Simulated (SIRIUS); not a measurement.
Consider a self-consistent single point of Cu (P1, 4 atoms in the cell; from Materials Project mp-30, changed as shown).

```yaml
crystal:
  lattice:
    - [3.60390, 0.00000, 0.00000]
    - [0.00000, 3.60390, 0.00000]
    - [0.00000, 0.00000, 3.60390]
  atoms:
    - { symbol: Cu, position: [0.99671, 0.99247, 0.00803] }
    - { symbol: Cu, position: [0.01210, 0.51915, 0.49544] }
    - { symbol: Cu, position: [0.50396, 0.98565, 0.48910] }
    - { symbol: Cu, position: [0.48723, 0.50273, 0.00743] }
```

Method: SIRIUS with PBEsol, FP-LAPW (LAPW with two local orbitals a valence shell; core below -3 Ha), all-electron full potential with ZORA scalar-relativistic valence and Dirac core.

SIRIUS settings:

| setting | value |
|---|---|
| parameters.ngridk | 10 10 10 |
| basis | LAPW with two local orbitals a valence shell, core below -3 Ha |
| unit_cell.atom_type_rmt | {Cu: 2.28} bohr |
| parameters.xc_functionals | [XC_GGA_X_PBE_SOL, XC_GGA_C_PBE_SOL] |
| parameters.aw_cutoff | 7 |
| parameters.pw_cutoff | 16 1/bohr |
| parameters.smearing | fermi_dirac |
| parameters.smearing_width | 0.00367493 Ha |
| parameters.electronic_structure_method | full_potential_lapwlo |
| parameters.lmax_apw | 8 |
| parameters.lmax_rho | 8 |
| parameters.lmax_pot | 8 |
| parameters.auto_rmt | 0 |
| parameters.num_fv_states | 41 |
| parameters.num_mag_dims | 0 |
| parameters.num_dft_iter | 100 |
| parameters.energy_tol | 1e-07 Ha |
| parameters.density_tol | 1e-06 |
| mixer.type | anderson |
| mixer.beta | 0.2 |
| mixer.use_hartree | true |

Results:

- Number of valence electrons: 68
- Number of bands: 41
- Number of k-points after the program's reduction: 504
- Size of the basis: 239
- Number of SCF iterations: 15
- FFT grid: 40 × 40 × 40
- Free energy E − TS: -179995.2905 eV
- Fermi level (on the code's own zero): 6.70 eV
- Largest force (vector length): 1.055 eV/Å

Forces (eV/Å):
```
atom      Fx      Fy      Fz
----  ------  ------  ------
Cu1   -0.036   0.533  -0.460
Cu2   -0.480  -0.860   0.377
Cu3    0.032   0.730   0.531
Cu4    0.484  -0.403  -0.448
```

For comparison: a first run was changed to give this one (atoms moved at random; unit_cell.atom_type_rmt: {Cu: 2.33} bohr → {Cu: 2.28} bohr), and from it to this one the largest force goes from 0.000 to 1.055 eV/Å.

Forces above 1 eV/Å remain at this geometry. The structure comes from a collection of computed structures, made at another level of theory; the collection holds predicted forms beside known ones. Its lattice was then scaled. Values depend on the basis (sphere radii, cutoffs, local orbitals), which need not be converged.

Cost on one core: around 4 core-minutes (rough).
